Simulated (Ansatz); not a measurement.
**Zone-centre phonons of SbAs at 3 GPa: input and output**

Level of theory: DFT LDA, scalar-relativistic, plane waves, PAW in Ansatz 0.2.0.

Launched with:
```bash
ansatz run input.yaml --threads 1 --pin off --max-ram 3072MiB --backend cpu --events-out ev --progress --plain --runs-dir out
```

Input (bare energies are in eV):
```yaml
crystal:
  lattice:
    - [2.0010625715, 1.1553140143, 3.2676500395]
    - [-2.0010625715, 1.1553140143, 3.2676500395]
    - [0.0, -2.3106280286, 3.2676500395]
  atoms:
    - { symbol: Sb, position: [0.5, 0.5, 0.5] }
    - { symbol: As, position: [0.0, 0.0, 0.0] }
basis:
  ecutwfc: 420
kpoints:
  mp_grid: { grid: [14, 14, 14] }
hamiltonian:
  xc: lda
scf:
  occupations: { method: fermi_dirac, width: 0.15 }
output:
  eigenvalues: true
phonons:
  method: dfpt
  eigenvectors: true
```

The end of the output:
```
--- Phonons (Γ-DFPT): 4 representative perturbations + reference, on 744 of 2744 k-points (Σ response iterations 11) ---
  k mesh reduced under 2 symmetry operations, with k and −k counted as one. Each operation leaves every solved perturbation unchanged. A smaller set is not used because it would not reduce the number of displacements ...
  ASR residual: 1.340e-4 → 0.000e0 eV/Å²; symmetrization residual: 1.905e-5 eV/Å²
  ASR residual per site (eV/Å²): 8.45e-5 1.34e-4
  Γ frequencies (cm⁻¹): -106.05 -106.05 -106.04 0.00 0.00 0.00
  non-analytic LO–TO correction: not included (Born effective charges unavailable; polar crystals: no LO–TO splitting at Γ)
```

Time: 5.3 min on 1 thread of Arm Neoverse V1, on a shared host, peak memory 2 GiB.

In a metal, frequencies and elastic constants depend on the k mesh and the smearing, soft modes and shear constants most.

Negative frequencies stand for imaginary ones: the cell is unstable against these modes.